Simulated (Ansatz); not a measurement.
Relaxed-ion elastic tensor of BaTe (rock salt, Fm-3m) in GPa (Voigt order), the program Ansatz at the LDA level (PAW); density 5.44 g/cm³, 40.47 Å³ per atom.

|  | 1 | 2 | 3 | 4 | 5 | 6 |
|---|---|---|---|---|---|---|
| 1 | 87.6 | 9.2 | 9.2 | 0.0 | 0.0 | 0.0 |
| 2 | 9.2 | 87.6 | 9.2 | 0.0 | 0.0 | 0.0 |
| 3 | 9.2 | 9.2 | 87.6 | 0.0 | 0.0 | 0.0 |
| 4 | 0.0 | 0.0 | 0.0 | 11.3 | 0.0 | 0.0 |
| 5 | 0.0 | 0.0 | 0.0 | 0.0 | 11.3 | 0.0 |
| 6 | 0.0 | 0.0 | 0.0 | 0.0 | 0.0 | 11.3 |

Q: Is the crystal mechanically stable?

A: Yes: the smallest eigenvalue of C is 11.3 GPa.

Q: Work out the Voigt, Reuss and Hill averages.

A: K_V = 35.3, K_R = 35.3, K_H = 35.3; G_V = 22.5, G_R = 15.8, G_H = 19.1 GPa.

Q: Give Young's modulus, Poisson's ratio, Pugh's ratio and the universal anisotropy index.

A: E = 9KG/(3K + G) = 48.6 GPa; ν = 0.27; K/G = 1.85 (near the Pugh limit of 1.75, no verdict); A_U = 5G_V/G_R + K_V/K_R − 6 = 2.10.

Q: Estimate the sound speeds and the Debye temperature.

A: v_l = √((K + 4G/3)/ρ) = 3350 m/s, v_t = √(G/ρ) = 1880 m/s, mean 2090 m/s; Θ = (h/k)(3n/4πV)^(1/3) v_m = 181 K.

Q: Give the Zener ratio and Young's modulus along [100], [110] and [111].

A: A = 2C44/(C11 − C12) = 0.29; 1/E = S11 − 2(S11 − S12 − S44/2)Γ with Γ = 0, 1/4, 1/3 gives 85.8, 36.5, 30.7 GPa.

The LDA relaxation kept the symmetry of its start; of distortions, only those at the zone centre were tested. Spin–orbit coupling is left out wherever it is not named.

Potentials: the later of the program's two PAW sets.
